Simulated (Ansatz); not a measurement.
Consider the following.

FeSi:
```yaml
crystal:
  lattice:
    - [4.83176, 0.00000, 0.00000]
    - [-2.41588, 4.18443, 0.00000]
    - [0.00000, 0.00000, 7.73912]
  atoms:
    - { symbol: Fe, position: [0.50000, 0.00000, 0.00000] }
    - { symbol: Fe, position: [0.50000, 0.50000, 0.00000] }
    - { symbol: Fe, position: [0.00000, 0.50000, 0.00000] }
    - { symbol: Si, position: [0.00000, 0.00000, 0.00000] }
    - { symbol: Si, position: [0.33333, 0.66667, 0.25000] }
    - { symbol: Si, position: [0.66667, 0.33333, 0.25000] }
    - { symbol: Fe, position: [0.50000, 0.00000, 0.50000] }
    - { symbol: Fe, position: [0.50000, 0.50000, 0.50000] }
    - { symbol: Fe, position: [0.00000, 0.50000, 0.50000] }
    - { symbol: Si, position: [0.00000, 0.00000, 0.50000] }
    - { symbol: Si, position: [0.33333, 0.66667, 0.75000] }
    - { symbol: Si, position: [0.66667, 0.33333, 0.75000] }
```
The run is spin-polarised; directions of the spins, atom by atom: ↑ ↑ ↑ 0 0 0 ↓ ↓ ↓ 0 0 0.

This is the PBE-relaxed structure.

**Question.** All from PBE (plane waves, PAW; program Ansatz), unless another level is named. Give the electronic character.

**Answer.** metallic (no gap).

**Question.** And the formation energy from the elements (no fitted shifts)?

**Answer.** -0.32 eV/atom.

**Question.** And the density of states at the Fermi level?

**Answer.** 0.69 states/eV per atom (mean over ±0.08 eV).

Space group P6/mmm. A made-up cell: these elements were put on the sites of a structure type; neither database checked (COD, Materials Project) lists it. COD files the formula under space group No. 198. Whether it is the stable phase at ambient conditions was not checked. Symmetry was held in the PBE relaxation, as lowered by the spin order; its stability against distortions is not shown here. Spin order of the final state: antiferromagnetic, chosen from 3 collinear starts compared on coarse meshes (ties went to the first, and starts can fall back to one state), not a proven ground state. The references are the lowest solids computed at this level, not always the standard phases.

Potentials: the later of the program's two PAW sets.
